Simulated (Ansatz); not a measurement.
Ag (fcc (Cu type), Fm-3m) under volume change, the program Ansatz at the PBEsol level (PAW), scaled uniformly.

| V (Å³/atom) | E − E(relaxed) (meV/atom) | P (GPa) |
|---|---|---|
| 15.147 | 61.2 | 14.54 |
| 15.646 | 25.3 | 8.68 |
| 16.146 | 5.9 | 3.91 |
| 16.645 | 0.0 | 0.01 |
| 17.145 | 5.1 | -3.19 |
| 17.644 | 19.3 | -5.82 |
| 18.143 | 40.9 | -7.95 |

Question: What does a third-order Birch–Murnaghan fit give for V₀, B₀ and B′?

Answer: V₀ = 16.65 Å³/atom, B₀ = 118 GPa, B′ = 5.7.

The cell was relaxed with PBEsol under the symmetry of its start. No spin polarisation was allowed.

Potentials: the later of the program's two PAW sets.
